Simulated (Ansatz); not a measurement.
# BaZrO3 in the perovskite structure

Level of theory: DFT, PBE with spin–orbit coupling, two-component spinors; plane waves to 420 eV with PAW datasets (Ansatz 0.2.0), Γ-centred 6×6×6 mesh, 0.05 eV Gaussian smearing. The datasets are Ansatz's generated set soft_2.

```
Ba Zr O
1.0
     4.22717    0.00000    0.00000
     0.00000    4.22717    0.00000
     0.00000    0.00000    4.22717
Ba Zr O
1 1 3
Direct
  0.00000 0.00000 0.00000
  0.50000 0.50000 0.50000
  0.00000 0.50000 0.50000
  0.50000 0.50000 0.00000
  0.50000 0.00000 0.50000
```

The start was a prototype's sites filled with these elements; the Crystallography Open Database holds the compound in this structure. The ideal cubic cell shuts out tilts of the octahedra, which such structures often take.

Cell and atoms are those of this level's equilibrium.

The cell has space group Pm-3m (read at 0.01 Å). In it the stress is 0.00, 0.00, 0.00, 0.00, 0.00, 0.00 GPa and the largest force component 0.000 eV/Å. Each change below starts from this cell, without further relaxation. Stress is in GPa, positive in compression, in the order xx, yy, zz, yz, xz, xy; energies are counted from the cell above.

Problem. What happens when atom 5 (O) is moved by 0.02 Å along z?

Solution. The energy changes by 0.5 meV per cell, and the force on it along the shift is -0.052 eV/Å (−F/u = 2.59 eV/Å²). Stress: 0.00, -0.01, 0.00, 0.00, 0.00, 0.00.
```tsv
atom	Fx (eV/Å)	Fy	Fz
Ba1	0.000	0.000	-0.013
Zr2	0.000	0.000	0.009
O3	0.000	0.000	-0.011
O4	0.000	0.000	0.067
O5	0.000	0.000	-0.052
```

Problem. What stress follows from an engineering strain of -2 % in yy, atoms carried along?

Solution. 1.66, 6.48, 1.66, 0.00, 0.00, 0.00 GPa; the energy changes by 29.4 meV per cell.
The change of the stress over the strain gives a clamped-atom stiffness of about 324 GPa for this component, a secant value that lies under the elastic constant in tension and over it in compression, by several per cent for each per cent of strain.
In a harmonic crystal the energy would rise by V(½Cε² − σ₀ε), with σ₀ the stress of the unstrained cell, = 30.6 meV, close to the run's value; the rest has the sign of the anharmonic part, which a secant stiffness overstates.

